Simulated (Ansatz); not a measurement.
NbPd3:
```
NbPd3
1.0
   -1.95085     1.95085     4.01116
    1.95085    -1.95085     4.01116
    1.95085     1.95085    -4.01116
Nb Pd
1 3
Direct
  0.00000   0.00000   0.00000
  0.75000   0.25000   0.50000
  0.25000   0.75000   0.50000
  0.50000   0.50000   0.00000
```

Relaxed with r²SCAN. Special points in fractions of this cell's reciprocal vectors: Γ (0.000, 0.000, 0.000); X (0.000, 0.000, 0.500); P (0.250, 0.250, 0.250); N (0.000, 0.500, 0.000); M (0.500, 0.500, -0.500); S (0.309, 0.691, -0.309); S0 (-0.309, 0.309, 0.309); R (-0.118, 0.118, 0.500); G (0.500, 0.500, -0.118).

List the band energies nearest the Fermi level at these points for DFT-r²SCAN in the program Ansatz with PAW potentials.

In eV from the Fermi level; about four levels below and three above (degenerate sets whole), none deeper than 8.9 eV; points with the same levels are listed once.

```json
[
 {"k": "Γ", "below": "-2.41 -2.20 -1.63 -0.46", "above": "0.72 1.10 1.30 1.30"},
 {"k": "X", "below": "-2.68 -2.20 -1.87 -1.23", "above": "0.58 0.64 0.81"},
 {"k": "P", "below": "-2.21 -2.21 -1.85 -1.54 -1.32", "above": "0.82 0.82 1.52 1.52"},
 {"k": "N", "below": "-1.31 -1.12 -0.59 -0.09", "above": "1.08 1.68 2.26"},
 {"k": "M", "below": "-1.57 -1.57 -1.51 -1.20 -0.46", "above": "1.57 1.98 2.09 2.09"},
 {"k": "S", "below": "-1.68 -1.56 -1.21 -0.67", "above": "0.25 1.36 1.86"},
 {"k": "R", "below": "-1.72 -1.68 -0.58 -0.41", "above": "1.26 1.32 1.67"}
]
```

Space group I4/mmm. The workflow started from an entry of the Crystallography Open Database (COD), which files this formula under 2 space groups. Its standing as an ambient phase is unchecked. The cell was relaxed with r²SCAN under the symmetry of its start; its stability against distortions is not shown here. The run is not spin-polarised. Spin–orbit coupling is left out wherever it is not named.

Potentials: the later of the program's two PAW sets.
